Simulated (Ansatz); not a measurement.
Data:

SiGeC₂:
```yaml
crystal:
  lattice:
    - [3.15594, 0.00000, 0.00000]
    - [0.00000, 3.15594, 0.00000]
    - [0.00000, 0.00000, 4.45631]
  atoms:
    - { symbol: Ge, position: [0.50000, 0.50000, 0.50000] }
    - { symbol: Si, position: [0.00000, 0.00000, 0.00000] }
    - { symbol: C, position: [0.50000, 0.00000, 0.76373] }
    - { symbol: C, position: [0.00000, 0.50000, 0.23627] }
```

This is the r²SCAN-relaxed structure. x, y and z are the axes in which the lattice vectors are written.

Q: All from DFT-r²SCAN in the program Ansatz with PAW potentials, unless another level is named. Estimate the band gap.

A: 1.80 eV (indirect).

Q: Next, the hole effective mass, band 1 of 2 at the edge?

A: 5.3 along x, 0.50 along z (mₑ).

Q: And the electron effective mass with spin–orbit coupling?

A: 0.23, 0.34, 0.37 mₑ (principal values).

Q: Predict the formation energy from the elements (no fitted shifts).

A: 0.041 eV/atom.

Q: Next, the conduction-band minimum?

A: at M.

Q: Next, the valence-band maximum?

A: at Γ.

Space group P-4m2. The start of the workflow was typed in or built on a structure type; neither database checked (COD, Materials Project) lists it. Its standing as an ambient phase is unchecked. Symmetry was held in the r²SCAN relaxation; whether a distortion lowers the energy is not shown. The references are the lowest solids computed at this level, not always the standard phases. Spin–orbit coupling is left out wherever it is not named.

Potentials: the later of the program's two PAW sets.
